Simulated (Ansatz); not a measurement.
# Fields on a plane of InAs (zinc blende)

```yaml
crystal:
  lattice:
    - [0.00000, 3.05419, 3.05419]
    - [3.05419, 0.00000, 3.05419]
    - [3.05419, 3.05419, 0.00000]
  atoms:
    - { symbol: As, position: [0.75000, 0.75000, 0.75000] }
    - { symbol: In, position: [0.00000, 0.00000, 0.00000] }
```

The slice is a {100} plane (indices of the conventional cell) through the point (0.000, 0.000, 0.000) (fractional), spanned by u = [100] and v = [0 1 -1] in vectors of this cell: u (4.32 Å) and v (4.32 Å, at 90° to u). It covers one period; positions are fractions (u, v).

Atoms on it: In at (0.00, 0.00).

Method: r2SCAN (plane waves to 500 eV, PAW, scalar-relativistic; Ansatz, a quantum-chemistry and plane-wave program). k mesh 9×9×9. Inside the PAW spheres the values are not all-electron values, and peaks at nuclei hang on which shells count as valence. InAs was relaxed with its symmetry unable to fall. The PAW data are Ansatz's earlier set.

```
|@@@%%#+==-----------==+#%%@@|
|@@@%#*+==-----------==+*#%@@|
|@%%%#*+=-------------=+*#%%%|
|%%##*+==----:::::----==+*##%|
|##**+==---:::::::::---==+**#|
|++++==---:::::::::::---==+++|
|=====---::::.....::::---====|
|===----:::.........:::----==|
|=-----:::...........:::-----|
|-----:::...       ...:::----|
|-----:::..         ..:::----|
|----:::...         ...:::---|
|----:::...         ...:::---|
|----:::...         ...:::---|
|----:::...         ...:::---|
|----:::...         ...:::---|
|-----:::..         ..:::----|
|-----:::...       ...:::----|
|=-----:::...........:::-----|
|===----:::.........:::----==|
|=====---::::.....::::---====|
|++++==---:::::::::::---==+++|
|##**+==---:::::::::---==+**#|
|%%##*+==----:::::----==+*##%|
|@%%%#*+=-------------=+*#%%%|
|@@@%#*+==-----------==+*#%@@|
|@@@%%#+==-----------==+#%%@@|
|@@@@%#+===---------===+#%@@@|
```
Scale: ten equal steps from -1.92 (start of ' ') to 1.04 (end of '@'), in the order ' .:-=+*#%@'. Values: log₁₀ of the valence density in e/Å³. The map has 28 points along u (one character each, u = 0 at the left) and 28 along v (v = 0 in the bottom row). The scale is logarithmic, as a density can span decades between atoms and voids.

```
|xxxx:====*%@@@@@@@%*====:xxx|
|xxx.-====*#%@@@@@%#*====-.xx|
|xx.-=====*##%%%%%##*=====-.x|
|::-===-==+*********+==-===-:|
|======-====+++++++====-=====|
|====---=-------------=---===|
|=======--:::::::::::--======|
|======--:...........:--=====|
|****+=-:..         ..:-=+***|
|%%##*=-:.           .:-=*##%|
|@@%#*+-:.           .:-+*#%@|
|@@@%*+-:.           .:-+*%@@|
|@@@%*+-:.           .:-+*%@@|
|@@@%*+-:.           .:-+*%@@|
|@@@%*+-:.           .:-+*%@@|
|@@@%*+-:.           .:-+*%@@|
|@@%#*+-:.           .:-+*#%@|
|%%##*=-:.           .:-=*##%|
|****+=-:..         ..:-=+***|
|======--:...........:--=====|
|=======--:::::::::::--======|
|====---=-------------=---===|
|======-====+++++++====-=====|
|::-===-==+*********+==-===-:|
|xx.-=====*##%%%%%##*=====-.x|
|xxx.-====*#%@@@@@%#*====-.xx|
|xxxx:====*%@@@@@@@%*====:xxx|
|xxxx:====*%@@@@@@@%*====:xxx|
```
Scale: ten equal steps from 0.01 (start of ' ') to 0.50 (end of '@'), in the order ' .:-=+*#%@'. Values: electron localisation function (ELF). The map has 28 points along u (one character each, u = 0 at the left) and 28 along v (v = 0 in the bottom row). Points within 0.5 Å of a nucleus are blanked (x), as the pseudised field means little there.
